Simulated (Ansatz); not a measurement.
One crystal and one scan (scan of one atom of the cell) at two levels, PBE (plane waves to 420 eV, PAW, scalar-relativistic; Ansatz, a quantum-chemistry and plane-wave program) and r2SCAN (plane waves to 500 eV, PAW, scalar-relativistic; Ansatz), each from its own relaxed cell and on its own mesh.

The crystal is TiB₂ (AlB2 type, space group P6/mmm); one B atom of a 3-atom cell moves by s along Cartesian [110], with its periodic images.

E stands for the smeared free energy. TiB2 is run without spin polarisation. TiB2 was relaxed with its symmetry unable to fall. (PBE) Left out: 1 of 11 points, with atoms too close for the PAW data. (r2SCAN) Left out: 1 of 11 points, with atoms too close for the PAW data. With partly filled bands, energies and forces of such displacements shift with the k mesh and the smearing.

```json
[
 {"quantity": "Lattice constant a (Å)", "run 1": "3.032", "run 2": "3.025"},
 {"quantity": "Relaxed volume (Å³/atom)", "run 1": "8.56", "run 2": "8.51"},
 {"quantity": "Force constant k = d²E/ds² at s = 0 (finite differences) (eV/Å²)", "run 1": "18.91", "run 2": "19.41"}
]
```

### Question
Which run is which level?

### Answer
Run 1 is PBE, run 2 is r2SCAN. PBE gives the higher value for: lattice constant a. PBE gives the lower value for: force constant k = d²E/ds² at s = 0. They agree on: relaxed volume (within 0.6 %). Both give the same shape of the curve: a single well with its minimum at or next to zero displacement.

(A displaced cell: forces are minus the slopes of the energy, force constants its curvatures, and phonons follow from these.)
